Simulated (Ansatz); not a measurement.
Input:

Y:
```yaml
crystal:
  lattice:
    - [3.59943, 0.00000, 0.00000]
    - [-1.79971, 3.11720, 0.00000]
    - [0.00000, 0.00000, 11.57429]
  atoms:
    - { symbol: Y, position: [0.00000, 0.00000, 0.00000] }
    - { symbol: Y, position: [0.00000, 0.00000, 0.50000] }
    - { symbol: Y, position: [0.33333, 0.66667, 0.25000] }
    - { symbol: Y, position: [0.66667, 0.33333, 0.75000] }
```

This is the PBE-relaxed structure.

Task: All from PBE in the plane-wave PAW code Ansatz, unless another level is named. Estimate the density of states at the Fermi level.

Result: 1.7 states/eV per atom (mean over ±0.08 eV).

Task: What about the gap with spin–orbit coupling?

Result: none (metallic).

Space group P6_3/mmc (dhcp (α-La type)). The first step of the workflow began from a Materials Project structure, measured or hypothetical. Its sites differ from those of the usual phase in this space group: another stacking or structure type. The PBE relaxation kept the symmetry of its start; whether a distortion lowers the energy is not shown. The workflow began spin-polarised and lost its moments. Scalar-relativistic: spin–orbit coupling is off unless named, which matters more the heavier the elements.

Potentials: the later of the program's two PAW sets.
